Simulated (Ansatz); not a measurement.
Consider the following.

Cd:
```
CELL_PARAMETERS angstrom
      0.00000     3.21888     3.21888
      3.21888     0.00000     3.21888
      3.21888     3.21888     0.00000
ATOMIC_POSITIONS crystal
  Cd 0.00000 0.00000 0.00000
  Cd 0.25000 0.25000 0.25000
```

This is the PBEsol-relaxed structure.

**Question.** All from PBEsol (plane waves, PAW; program Ansatz), unless another level is named. Give the density of states at the Fermi level.

**Answer.** 0.55 states/eV per atom (mean over ±0.08 eV).

**Question.** And the gap with spin–orbit coupling?

**Answer.** none (metallic).

Space group Fd-3m (diamond). The start of the workflow was typed in or built on a structure type; neither database checked (COD, Materials Project) lists it. It is not the phase usual at ambient conditions (space group No. 194). The cell was relaxed with PBEsol under the symmetry of its start. At this level the phase is mechanically unstable. Spin–orbit coupling is left out wherever it is not named.

Potentials: the later of the program's two PAW sets.
